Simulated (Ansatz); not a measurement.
Tl3VSe4:
```
Tl3VSe4
1.0
   -3.83018     3.83018     3.83018
    3.83018    -3.83018     3.83018
    3.83018     3.83018    -3.83018
V Tl Se
1 3 4
Cartesian
  0.00000   0.00000   0.00000
  0.00000   0.00000   3.83018
  3.83018   0.00000   0.00000
  0.00000   3.83018   0.00000
  2.51678   2.51678   2.51678
 -1.31340   1.31340   1.31340
  1.31340   1.31340  -1.31340
  1.31340  -1.31340   1.31340
```

x, y and z are the axes in which the lattice vectors are written.

### Question
Give the proper piezoelectric stress tensor with relaxed ions from the program Ansatz at the PBEsol level (PAW).

### Answer
In C/m², rows x, y, z, Voigt columns; mesh uncertainty up to 0.01.
```
0.00  0.00  0.00  0.59  0.00  0.00
0.00  0.00  0.00  0.00  0.59  0.00
0.00  0.00  0.00  0.00  0.00  0.59
```

The elastic tensor of the same run (GPa):

```
50.4  15.2  15.2   0.0   0.0   0.0
15.2  50.4  15.2   0.0   0.0   0.0
15.2  15.2  50.4   0.0   0.0   0.0
 0.0   0.0   0.0   4.4   0.0   0.0
 0.0   0.0   0.0   0.0   4.4   0.0
 0.0   0.0   0.0   0.0   0.0   4.4
```

### Question
Convert to strain constants d = e·S.

### Answer
In pC/N:
```
  0.0    0.0    0.0  134.9    0.0    0.0
  0.0    0.0    0.0    0.0  134.9    0.0
  0.0    0.0    0.0    0.0    0.0  134.9
```

Space group I-43m. The first step of the workflow began from a Materials Project structure, measured or hypothetical; the Crystallography Open Database copy checked does not list it. Whether it is the stable phase at ambient conditions was not checked. The PBEsol relaxation kept the symmetry of its start; whether a distortion lowers the energy is not shown. No spin polarisation was allowed. Signs of piezoelectric constants follow the polarity of the cell as given. Spin–orbit coupling is left out wherever it is not named.

Potentials: the later of the program's two PAW sets.
